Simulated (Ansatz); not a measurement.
**Structure relaxation, Se**

The start is a randomly generated symmetric cell of Se (space group No. 139). The cell and all atomic positions are relaxed at zero pressure with PBEsol (plane waves to 420 eV, PAW, scalar-relativistic; Ansatz, an electronic-structure program). The first steps use a coarse 7×7×7 k-mesh.

Starting cell:
```yaml
crystal:
  lattice:
    - [-2.38886, 2.38886, 3.06185]
    - [2.38886, -2.38886, 3.06185]
    - [2.38886, 2.38886, -3.06185]
  atoms:
    - { symbol: Se, position: [0.75000, 0.25000, 0.50000] }
    - { symbol: Se, position: [0.00000, 0.00000, 0.00000] }
    - { symbol: Se, position: [0.25000, 0.75000, 0.50000] }
```

Q: How much energy is released per atom?

A: 0.12 eV/atom.

Q: How does the volume change?

A: +0.7 %, from 23.30 to 23.46 Å³/atom.

Q: How do the shortest distances between atoms change?

A: The closest pairs of elements (up to four, under 3.6 Å), start → end: Se–Se 2.84 → 2.59 Å.

The space group stays I4/mmm (No. 139) (the run could not lower it), with 3 atoms in the primitive cell. Final values are on a 13×13×13 k-mesh of the relaxed cell. No spin polarisation in the result.

The run could not lose the symmetry of its start, so the end can be a saddle point.

All atoms sit on sites fixed by symmetry, so only the cell could relax.

The relaxed structure here is a generated cell of Se: the first start was made by a random draw of sites in a space group, and the end was not matched to a known phase here, so it may be hypothetical. Known forms of Se include space group No. 152.
